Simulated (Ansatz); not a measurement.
Values for one crystal, relaxed and computed with plane-wave PAW r²SCAN (Ansatz code); other levels are named.

Volume per atom: 20.97 Å³
Electronic character: metallic (no gap)
Density of states at the Fermi level: 0.47 states/eV per atom (mean over ±0.08 eV)
Formation energy from the elements (no fitted shifts): -1.07 eV/atom

Which of these materials gives this?
A) InSb, zinc blende
B) TiTeS, P3m1 (Ti on 1b, Te on 1a, S on 1c)
C) TbSb, rock salt
D) Zr5Sb3S, P6_3/mcm (Zr on 4d, Zr on 6g, Sb on 6g, S on 2b)

D, Zr5Sb3S, P6_3/mcm (Zr on 4d, Zr on 6g, Sb on 6g, S on 2b)

The first step of the workflow began from a Materials Project structure, measured or hypothetical; the Crystallography Open Database copy checked does not list it. Its standing as an ambient phase is unchecked. The cell was relaxed with r²SCAN under the symmetry of its start; whether a distortion lowers the energy is not shown. No spin polarisation was allowed. The references are the lowest solids computed at this level, not always the standard phases. Spin–orbit coupling is left out wherever it is not named.

Potentials: the later of the program's two PAW sets.
